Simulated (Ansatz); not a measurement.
Property card for TbAl$_{2}$Si$_{2}$

TbAl$_{2}$Si$_{2}$:
```
CELL_PARAMETERS angstrom
      4.18446     0.00000     0.00000
     -2.09223     3.62385     0.00000
      0.00000     0.00000     6.63187
ATOMIC_POSITIONS crystal
  Tb 0.00000 0.00000 0.00000
  Al 0.33333 0.66667 0.64175
  Al 0.66667 0.33333 0.35825
  Si 0.33333 0.66667 0.26140
  Si 0.66667 0.33333 0.73860
```
The run is spin-polarised; directions of the spins, atom by atom: ↑ 0 0 0 0.

Space group P-3m1 (No. 164); conventional cell a = 4.1845 Å, b = 4.1845 Å, c = 6.6319 Å, α = 90.00°, β = 90.00°, γ = 120.00°.

Method: the program Ansatz at the r²SCAN level (PAW). Geometry: relaxed at this level of theory. Other levels are named where they apply.

Cell and energy:

Volume per atom: 20.11 Å³
Density: 4.44 g/cm³

Electronic structure:

- Electronic character: metallic (no gap)
- Density of states at the Fermi level: 0.52 states/eV per atom (mean over ±0.08 eV)

Magnetism:

- Magnetic order: ferromagnetic
- Net moment: 1.20 μB per atom

The workflow started from an entry of the Crystallography Open Database (COD). Its standing as an ambient phase is unchecked. The cell was relaxed with r²SCAN under the symmetry of its start; its stability against distortions is not shown here. The final state is ferromagnetic, the only order run, not a proven ground state. The cell computed holds one magnetic atom, so no antiferromagnetic order was within reach. Caveat: open 4f shells can settle in a state that is not the lowest. Other orbital occupations within this spin state were not tried. No Hubbard U is applied. Spin–orbit coupling is left out wherever it is not named.

Potentials: the later of the program's two PAW sets.
